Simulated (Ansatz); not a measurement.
The start is a generated trial cell of Li in the simple-cubic structure type. A full variable-cell relaxation at zero pressure is run with r2SCAN (plane waves to 500 eV, PAW, scalar-relativistic; Ansatz, an electronic-structure program). First-step values are on the input's coarse k-mesh.

Ansatz input (later rounds restart from its end on a renewed k-mesh):
Ansatz 0.2 input:
```yaml
crystal:
  lattice:
    - [2.876657, 0, 0]
    - [0, 2.876657, 0]
    - [0, 0, 2.876657]
  atoms:
    - { symbol: Li, position: [0, 0, 0] }
basis: { ecutwfc: 500, ecutrho_ratio: 4, xc_grid: 4, fft_grid_basis: typed }
kpoints: { mp_grid: { grid: [11, 11, 11] } }
hamiltonian:
  xc: r2scan
  dispersion: none
  pseudopotentials: { azcp: { folder: ./paw }, kind: paw }
scf: { occupations: { method: fermi_dirac, width: 0.05 } }
relax: { f_tol: 0.01, max_steps: 100, cell: { stress_tol: 0.02 } }
output: { forces: true, stress: true }
```

Problem. How do the shortest distances between atoms change?

Solution. The closest pairs of elements (up to four, under 3.6 Å), start → end: Li–Li 2.88 → 2.76 Å.

Problem. Is the relaxed structure metallic? Give its gap.

Solution. Zero (metallic).

Problem. Give the final cell and atomic positions.

Solution. 
```cif
data_Li
_chemical_formula_sum 'Li1'
_space_group_name_H-M_alt 'Pm-3m'
_space_group_IT_number 221
_space_group_name_Hall '-P 4 2 3'
_cell_length_a 2.76123
_cell_length_b 2.76123
_cell_length_c 2.76123
_cell_angle_alpha 90.000
_cell_angle_beta 90.000
_cell_angle_gamma 90.000
loop_
_atom_site_label
_atom_site_type_symbol
_atom_site_symmetry_multiplicity
_atom_site_Wyckoff_symbol
_atom_site_fract_x
_atom_site_fract_y
_atom_site_fract_z
_atom_site_occupancy
Li1 Li 1 a 0.00000 0.00000 0.00000 1
```

The space group stays Pm-3m (No. 221) (the run could not lower it); the end is simple cubic type, with 1 atom in the primitive cell. Final values are on a 17×17×17 k-mesh of the relaxed cell. No spin polarisation in the result.

The run could not lose the symmetry of its start, so the end can be a saddle point.

The relaxed structure here is a generated cell of Li: the first start was made by placing the elements on the sites of a structure type, and the end was not matched to a known phase here, so it may be hypothetical. Known forms of Li include space group No. 229.
